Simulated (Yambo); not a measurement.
A G0W0@PBEsol run in Yambo for Rb2YAgF6 (space group Fm-3m, No. 225) (2×2×2 Γ-centred k mesh, bands 6 to 282 and a 7 Ry block in the screening, 282 bands in G with the Bruneval-Gonze terminator, plasmon pole fitted at 27.2 eV) gives these matrix elements, in eV, at the band edges (L → Γ):

```csv
state,E0,<Vxc>,<Σx>,<Σc(E0)>,Z
valence edge,0.000,-25.191,-32.090,4.320,0.829
conduction edge,2.681,-9.887,-5.460,-3.114,0.881
```

**Question.** Solve the linearised quasiparticle equation for both states, give the gap, and say how exchange and correlation each act on it.

**Answer.** E = E0 + Z(Σx + Σc − Vxc). Valence: 0.000 + 0.829 × (-32.090 + (4.320) − (-25.191)) = -2.14 eV. Conduction: 2.681 + 0.881 × (-5.460 + (-3.114) − (-9.887)) = 3.84 eV. The gap is 5.98 eV, against 2.68 eV in PBEsol. Replacing Vxc by bare exchange alone would open it by 11.33 eV; correlation takes back 7.43 eV of that, and Z scales what is left. Nearest settings tried, and what they do to the gap: 115 bands in W, 115 bands in G: +378 meV. Not varied: block, mesh. So the settings aren't converged at that level. The k mesh is coarse. Spin-orbit splittings are left out.

Geometry of the Materials Project entry, not relaxed at this level; primitive cell a = 6.4251 Å, b = 6.4251 Å, c = 6.4251 Å, α = 60.00°, β = 60.00°, γ = 60.00°.

The structure is a Materials Project entry; no match was found in the copy of COD used, and its stability was not checked.
